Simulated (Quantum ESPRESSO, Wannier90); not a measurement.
Tight-binding from DFT: Ag (hcp (Mg type), model phase)

```yaml
crystal:
  lattice:
    - [2.92230, 0.00000, 0.00000]
    - [-1.46115, 2.53079, 0.00000]
    - [0.00000, 0.00000, 4.70166]
  atoms:
    - { symbol: Ag, position: [0.33333, 0.66667, 0.25000] }
    - { symbol: Ag, position: [0.66667, 0.33333, 0.75000] }
```

Cell from Materials Project (mp-10597), symmetrised, no further relaxation. This isn't the element's usual structure (fcc); take it as a model of another phase. Computed values, not measurements, from PBEsol: Quantum ESPRESSO (norm-conserving PseudoDojo potentials, cutoff 66 Ry, no spin polarisation, no spin-orbit coupling) on a Γ-centred 12×12×4 mesh, then Wannier90. Density: 18×18×10 mesh, cold smearing 0.01 Ry.

The lattice is scaled uniformly with fixed fractional positions (axis ratios and free coordinates are held, so this isn't the response to pressure), and at each scale an atom-like model (Ag spd; disentangled, num_iter = 0) is made. Listed is the largest hopping of each kind of orbital pair shown, with the distance of the two functions' centres at scale 1; the mesh was not varied.

| scale | modulus of t, Ag1 px–Ag1 px at 2.92 Å (eV) | modulus of t, Ag1 s–Ag1 px at 2.92 Å (eV) | modulus of t, Ag2 s–Ag1 s at 2.89 Å (eV) |
|---|---|---|---|
| 0.970 | 2.981 | 1.773 | 0.874 |
| 0.990 | 2.846 | 1.680 | 0.830 |
| 1.000 | 2.778 | 1.634 | 0.809 |
| 1.010 | 2.717 | 1.592 | 0.786 |
| 1.030 | 2.594 | 1.509 | 0.745 |

Q: With |t| ∝ d^(−η), find η for each hopping from the ends of the series.

A: 
- Ag1 px–Ag1 px at 2.92 Å: η = −ln(2.594/2.981)/ln(1.030/0.970) = 2.3
- Ag1 s–Ag1 px at 2.92 Å: η = −ln(1.509/1.773)/ln(1.030/0.970) = 2.7
- Ag2 s–Ag1 s at 2.89 Å: η = −ln(0.745/0.874)/ln(1.030/0.970) = 2.7
Harrison's rules would take η = 2.0, 2.0, 2.0 for these pairs; they describe atomic orbitals, while these are orthogonalised and change shape with the volume.
